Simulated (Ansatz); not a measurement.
## Data sheet: WC (DFT)

WC:
```
CELL_PARAMETERS angstrom
      2.70428     0.00000     0.00000
      0.00000     2.70428     0.00000
      0.00000     0.00000     2.70428
ATOMIC_POSITIONS crystal
  W  0.00000 0.00000 0.00000
  C  0.50000 0.50000 0.50000
```

Space group Pm-3m (No. 221), CsCl type; conventional cell a = b = c = 2.7043 Å, α = β = γ = 90.00°.

Method: plane-wave PAW PBEsol (Ansatz code). The cell and atoms are relaxed at this level. Other levels are named where they apply.

**Cell and energy**

```
Quantity                                                      Value
-----------------------------------------------------  ------------
Volume per atom                                             9.89 Å³
Density                                                 16.44 g/cm³
Formation energy from the elements (no fitted shifts)  0.65 eV/atom
```

**Electronic structure**

```
Item                                                                        Result
------------------------------------  --------------------------------------------
Electronic character                                             metallic (no gap)
Density of states at the Fermi level  0.32 states/eV per atom (mean over ±0.08 eV)
Gap with spin–orbit coupling                                       none (metallic)
```

**Mechanics**

```
Quantity                                                                       Value
--------------------------------------------  --------------------------------------
Bulk modulus (Birch–Murnaghan fit)                                           392 GPa
Pressure derivative B′                                                           4.3
Elastic constants (relaxed ions, GPa)               C11 = 999, C12 = 84.8, C44 = 172
Mechanical stability                          stable (all eigenvalues of C positive)
Hill bulk and shear moduli                                           389 and 257 GPa
Young's modulus                                                              632 GPa
Poisson's ratio                                                                 0.23
Debye temperature from the elastic constants                                   608 K
```

**Phonons**

```
Quantity                                        Value
-----------------------------  ----------------------
Highest zone-centre frequency                199 cm⁻¹
Zone-centre stability          no imaginary mode at Γ
```

The cell is a constructed one: a structure type filled with these elements; neither database checked (COD, Materials Project) lists it. It is not the phase usual at ambient conditions (space group No. 187). The cell was relaxed with PBEsol under the symmetry of its start. No spin polarisation was allowed. As this level gives no gap, shear constants depend on the k-mesh and smearing (Fermi–Dirac, 0.1 eV here). As this level gives no gap, phonon frequencies hold no LO–TO term and depend on the k-mesh and smearing (Fermi–Dirac, 0.1 eV here). The references are the lowest solids computed at this level, not always the standard phases. Spin–orbit coupling is left out wherever it is not named.

Potentials: the earlier of the program's two PAW sets. The files were generated under PBE; for other functionals the program regenerates the frozen cores, and for LDA and PBEsol the local potential too.
